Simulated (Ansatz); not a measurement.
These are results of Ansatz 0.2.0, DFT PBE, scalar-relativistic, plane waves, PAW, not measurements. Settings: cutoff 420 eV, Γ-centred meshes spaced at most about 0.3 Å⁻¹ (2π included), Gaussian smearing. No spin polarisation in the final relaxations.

These are static total energies at zero pressure.

Two forms of HfSnO₄ were relaxed alike.

A.

```cif
data_structure
_symmetry_space_group_name_H-M 'Cmmm'
_symmetry_Int_Tables_number 65
_cell_length_a 6.8582
_cell_length_b 6.9097
_cell_length_c 3.2276
_cell_angle_alpha 90.000
_cell_angle_beta 90.000
_cell_angle_gamma 90.000
_cell_volume 152.95
loop_
_atom_site_label
_atom_site_type_symbol
_atom_site_symmetry_multiplicity
_atom_site_Wyckoff_symbol
_atom_site_fract_x
_atom_site_fract_y
_atom_site_fract_z
_atom_site_occupancy
Hf1 Hf 2 a 0.00000 0.00000 0.00000 1
Sn1 Sn 2 c 0.50000 0.00000 0.50000 1
O1 O 4 i 0.50000 0.19436 0.00000 1
O2 O 4 h 0.19435 0.00000 0.50000 1
```

B.

```cif
data_structure
_symmetry_space_group_name_H-M 'P1'
_symmetry_Int_Tables_number 1
_cell_length_a 3.5563
_cell_length_b 3.7461
_cell_length_c 5.5665
_cell_angle_alpha 79.618
_cell_angle_beta 87.221
_cell_angle_gamma 89.665
_cell_volume 72.86
loop_
_atom_site_label
_atom_site_type_symbol
_atom_site_symmetry_multiplicity
_atom_site_Wyckoff_symbol
_atom_site_fract_x
_atom_site_fract_y
_atom_site_fract_z
_atom_site_occupancy
Hf1 Hf 1 a 0.51065 0.43493 0.48712 1
Sn1 Sn 1 a 0.97123 0.06618 0.01137 1
O1 O 1 a 0.52898 0.98509 0.32742 1
O2 O 1 a 0.00753 0.51683 0.17861 1
O3 O 1 a 0.99562 0.47300 0.66173 1
O4 O 1 a 0.48599 0.02396 0.83374 1
```

**Question.** Which form is favoured at zero pressure, and by what margin per atom?

**Answer.** A is lower, by 76 meV/atom. A has Hf and Sn ordered on rutile sites, space group Cmmm (No. 65), 12.7 Å³/atom and a gap of 2.16 eV on its mesh; B has space group P1 (No. 1), 12.1 Å³/atom and a gap of 2.02 eV. Counting O atoms around Hf and Sn (those within 1.25 times the shortest such distance or 1.15 times the sum of covalent radii), A has Hf 6, Sn 6 and B has Hf 7, Sn 6. The lower one is the more open, so pressure narrows the difference. Both come from invented guesses.

Spin–orbit coupling, which can matter for Hf, is left out. Kohn–Sham gaps at this level usually fall short of measured ones. Cells relaxed within their symmetry can be saddle points.
